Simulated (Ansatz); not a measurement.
LaRh:
```cif
data_La4Rh4
_chemical_formula_sum 'La4 Rh4'
_space_group_name_H-M_alt 'Cmcm'
_space_group_IT_number 63
_space_group_name_Hall '-C 2c 2'
_cell_length_a 3.96943
_cell_length_b 11.51600
_cell_length_c 4.13212
_cell_angle_alpha 90.000
_cell_angle_beta 90.000
_cell_angle_gamma 90.000
loop_
_atom_site_label
_atom_site_type_symbol
_atom_site_symmetry_multiplicity
_atom_site_Wyckoff_symbol
_atom_site_fract_x
_atom_site_fract_y
_atom_site_fract_z
_atom_site_occupancy
La1 La 4 c 0.00000 0.13831 0.75000 1
Rh1 Rh 4 c 0.00000 0.58820 0.25000 1
```
(The calculation used a cell of 4 atoms; values per cell refer to that cell.)

Relaxed at zero pressure with the program Ansatz at the r²SCAN level (PAW).

Q: The volume is raised by 6 % and shape and atoms relax at that volume. What pressure results, and how do the axes share the change?

A: -3.9 GPa; a 1.4 %, b 4.1 %, c 0.5 %; the energy rises by 18 meV/atom.

Q: Give the new structure.

A: 
Space group Cmcm (No. 63); a = 4.025 Å, b = 11.983 Å, c = 4.151 Å, α = β = γ = 90.00°

```tsv
atom	site	symmetry	x	y	z
La	4c	m2m	0.0000	0.1362	0.7500
Rh	4c	m2m	0.0000	0.5854	0.2500
```

The phase is kept; no other phase was compared at this pressure.

The workflow started from a Materials Project entry (that database holds measured and hypothetical structures alike); the Crystallography Open Database copy checked does not list it. Whether it is the stable phase at ambient conditions was not checked. The r²SCAN relaxation kept the symmetry of its start; its stability against distortions is not shown here. No spin polarisation was allowed. Axis ratios of metals converge slowly with the k-mesh, so a and c are less sure than the volume. Spin–orbit coupling is left out wherever it is not named.

Potentials: the later of the program's two PAW sets.
